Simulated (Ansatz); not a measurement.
Rigid (101) slab of MoS₂, space group R-3m (No. 166):

```yaml
crystal:
  lattice:
    - [3.12041, 0.00000, 0.00000]
    - [-1.56020, 6.15233, 0.00000]
    - [0.00000, 0.00000, 23.65978]
  atoms:
    - { symbol: S, position: [0.89272, 0.78544, 0.35926] }
    - { symbol: Mo, position: [0.53216, 0.06431, 0.38701] }
    - { symbol: S, position: [0.17159, 0.34318, 0.41477] }
    - { symbol: S, position: [0.42488, 0.84975, 0.47225] }
    - { symbol: Mo, position: [0.06343, 0.12684, 0.49458] }
    - { symbol: S, position: [0.70474, 0.40947, 0.52730] }
    - { symbol: S, position: [0.96287, 0.92574, 0.58688] }
    - { symbol: Mo, position: [0.60286, 0.20572, 0.60610] }
    - { symbol: S, position: [0.17302, 0.34604, 0.66938] }
```

Theory: DFT PBEsol, scalar-relativistic, plane waves, PAW (Ansatz 0.2.0). Settings: cutoff 420 eV, Γ-centred mesh 10×5×1 on the computed 10-atom cell, Gaussian smearing of 0.10 eV; no spin polarisation. The cell repeats along c with a dipole correction in the vacuum.

An adatom of H is held over the places (i/6, j/6) of the 1×1 surface cell, counted from the highest atom (S), and only its height relaxes; one adatom per 19.2 Å².

Problem. What is the energy landscape, counted from the lowest point of this grid?

Solution. Energies in eV:

| i | j=0 | j=1 | j=2 | j=3 | j=4 | j=5 |
| --- | --- | --- | --- | --- | --- | --- |
| 0 | 0.17 | 0.14 | 0.47 | 0.52 | 0.57 | 0.05 |
| 1 | 0.23 | 0.14 | 0.54 | 0.68 | 0.33 | 0.00 |
| 2 | 0.40 | 0.25 | 0.47 | 0.68 | 0.30 | 0.16 |
| 3 | 0.76 | 0.15 | 0.50 | 0.52 | 0.33 | 0.16 |
| 4 | 0.40 | 0.15 | 0.36 | 0.58 | 0.57 | 0.00 |
| 5 | 0.23 | 0.25 | 0.50 | 0.58 | 0.84 | 0.05 |

Heights over the highest slab atom in Å:

```csv
i,j=0,j=1,j=2,j=3,j=4,j=5
0,1.37,0.85,-3.85,-0.88,-0.50,0.89
1,1.28,0.85,-3.69,-1.28,-0.27,0.56
2,0.99,0.48,-3.85,-1.28,-0.17,0.36
3,0.10,-1.01,-2.56,-0.88,-0.27,0.36
4,0.99,-1.01,-2.50,-0.68,-0.50,0.56
5,1.28,0.48,-2.56,-0.68,-0.57,0.89
```

Spin polarisation was left out, and a magnetic state may lie lower.

The reference crystal is a form of MoS2, which isn't its usual structure.